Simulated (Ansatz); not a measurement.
# Calculated field gradients at the nuclei for SrLiSbS3 at a changed volume

The cell is a diffraction structure from the COD, relaxed with r2SCAN at fixed cell and then changed (volume scaled by 1.03).

Space group P2_1/c (No. 14); a = 5.9887, b = 12.4480, c = 8.0196 Å, β = 90.31°.

```csv
site,Wyckoff,site symmetry,x,y,z
Li,4e,1,0.2420,0.7307,0.3555
Sr,4e,1,0.7549,0.5757,0.1528
Sb,4e,1,0.7354,0.9076,0.1491
S13,4e,1,0.3301,0.8779,0.1352
S17,4e,1,0.8183,0.7707,0.3669
S21,4e,1,0.7416,0.0667,0.3446
```

One atom of each set is listed.

Computed with Ansatz: DFT, r2SCAN, plane waves and PAW, scalar-relativistic, 500 eV cutoff, Γ-centred 5×3×4 k-points, Fermi–Dirac smearing 0.02 eV.

Conventions: |V_zz| ≥ |V_yy| ≥ |V_xx|, η = (V_xx − V_yy)/V_zz, C_Q = eQV_zz/h.

⁷Li: I = 3/2, Q = -40.10 mb; ⁸⁷Sr: I = 9/2, Q = 305.0 mb; ¹²³Sb: I = 7/2, Q = -692.0 mb; 33S: I = 3/2, Q = -69.40 mb. Nuclear quadrupole moments: year-2017 set (Pyykkö).

```
site  atoms                                                                               first shell  V_zz (10²¹ V/m²)     η  C_Q (MHz)
  Li      4                                                                        4 S at 2.59–2.67 Å            -0.079  0.78      0.077
  Sr      4                                                                        6 S at 2.98–3.04 Å             -3.18  0.47      -23.5
  Sb      4                                                    3 S at 2.46–2.53 Å; also 1 S at 3.21 Å             -22.8  0.35        382
 S13      4             1 Sb at 2.46 Å, 2 Li at 2.60–2.67 Å, 1 Sr at 3.04 Å; also 2 Sb at 3.53–3.58 Å             14.21  0.05      -23.8
 S17      4  1 Sb at 2.49 Å, 1 Li at 2.59 Å, 2 Sr at 3.00–3.01 Å; also 1 Sb at 3.21 Å, 1 Li at 3.49 Å             13.86  0.02      -23.3
 S21      4                  1 Sb at 2.53 Å, 1 Li at 2.60 Å, 3 Sr at 2.98–3.04 Å; also 1 Li at 3.49 Å             12.29  0.05      -20.6
```

At S13 and S17 V_zz points along its shortest bond, to Sb (within 2°) in each case. At S21 V_zz points along its one bond to Sb (within 1°).

Without spin–orbit coupling (the program notes it for Sb and Sr) the gradients are little affected as a rule: paired runs on crystals with a gap mostly move them by under 2 % at such atoms. With these PAW files V_zz is typically within 2 to 3 % of all-electron values, but misses above 10 % occur on Li, Sb. The atoms aren't relaxed in the changed cell (largest force 0.3 eV/Å).

The run took 4.3 min of wall time (8.3 min of CPU time) and 3 GiB at its peak, on 2 threads of Intel Xeon Processor @ 2.50GHz (Skylake/Cascade Lake) (x86_64; 62 cores open to the job, memory cap 5.0 GiB, no GPU), a shared host with a load of 0.8 a core.
